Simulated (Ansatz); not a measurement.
# What strain does to NaSnCl3 (cubic perovskite)

NaSnCl3 in the cubic perovskite structure, relaxed with r2SCAN in Ansatz. It is cubic, Pm-3m (No. 221); a = 5.528 Å in the conventional setting, 33.79 Å³ an atom. Na has 12 Cl at 3.91 Å; Sn has 6 Cl at 2.76 Å; Cl has 2 Sn at 2.76 Å and 4 Na at 3.91 Å.

The axes x, y and z are those of this cell:
```yaml
crystal:
  lattice:
    - [5.52801, 0.00000, 0.00000]
    - [0.00000, 5.52801, 0.00000]
    - [0.00000, 0.00000, 5.52801]
  atoms:
    - { symbol: Na, position: [0.00000, 0.00000, 0.00000] }
    - { symbol: Sn, position: [0.50000, 0.50000, 0.50000] }
    - { symbol: Cl, position: [0.50000, 0.50000, 0.00000] }
    - { symbol: Cl, position: [0.50000, 0.00000, 0.50000] }
    - { symbol: Cl, position: [0.00000, 0.50000, 0.50000] }
```

Unstrained: PBE gives an indirect gap of 0.618 eV, from R to Γ; the least direct gap is 0.779 eV at R. The r2SCAN gap is direct at R: 0.946 eV. With HSE06 the valence top lies at R and the conduction bottom at Γ, 1.182 eV higher; the smallest vertical gap, at R, is 1.275 eV. Meshes: PBE 6×6×6, r2SCAN 6×6×6, HSE06 4×4×4. Strains are changes of length per length, and xy shears are angles. After each strain the atoms were relaxed again with r2SCAN within the symmetry that the strain leaves, so tilts or polar shifts that break it weren't tested; points keep the names that they have in the unstrained zone. The cell comes from a prototype generator: it can be a known phase or a hypothetical one. Spin polarisation is off.

Changes of the least gap in eV (an overlap counts as a negative gap):

| strain | volume change (%) | space group | PBE | r2SCAN | HSE06 | energy rise, r2SCAN (meV/atom) |
| --- | --- | --- | --- | --- | --- | --- |
| xy shear, engineering strain (angle) +2.0 % | 0.0 | Cmmm | +0.002 | -0.035 | +0.002 | 0.1 |
| epitaxial +1.5 % in the xy plane, free normal strain -0.44 % | +2.6 | P4/mmm | +0.193 | +0.093 | +0.197 | 3.6 |
| uniaxial -2.0 % along x | -2.0 | P4/mmm | -0.170 | -0.189 | -0.187 | 1.9 |
| epitaxial -4.0 % in the xy plane, free normal strain +1.36 % | -6.6 | P4/mmm | -0.610 | -0.803 | -0.724 | 22.0 |

Xy shear, engineering strain (angle) +2.0 %. HSE06: the gap goes from 1.182 to 1.184 eV (+0.002 eV). Stress change with r2SCAN, compression positive: xx 0.00, yy 0.00, zz 0.00, xy -0.06 GPa.

Epitaxial +1.5 % in the xy plane, free normal strain -0.44 %. HSE06: the gap goes from 1.182 to 1.379 eV (+0.197 eV); it turns from indirect (R → Γ) to direct (R). Stress change with r2SCAN, compression positive: xx -0.85, yy -0.85, zz +0.02 GPa.

Uniaxial -2.0 % along x, other directions held. HSE06: the gap goes from 1.182 to 0.995 eV (-0.187 eV). Stress change with r2SCAN, compression positive: xx +1.26, yy +0.17, zz +0.17 GPa.

Epitaxial -4.0 % in the xy plane, free normal strain +1.36 %. HSE06: the gap goes from 1.182 to 0.458 eV (-0.724 eV); it turns from indirect (R → Γ) to direct (R). Stress change with r2SCAN, compression positive: xx +3.14, yy +3.14, zz -0.04 GPa.

No spin-orbit coupling is included; it can move band edges with weight on the heavy atoms by tenths of an eV.

The meshes of the hybrids are coarse, so their gaps aren't converged to the digits shown.
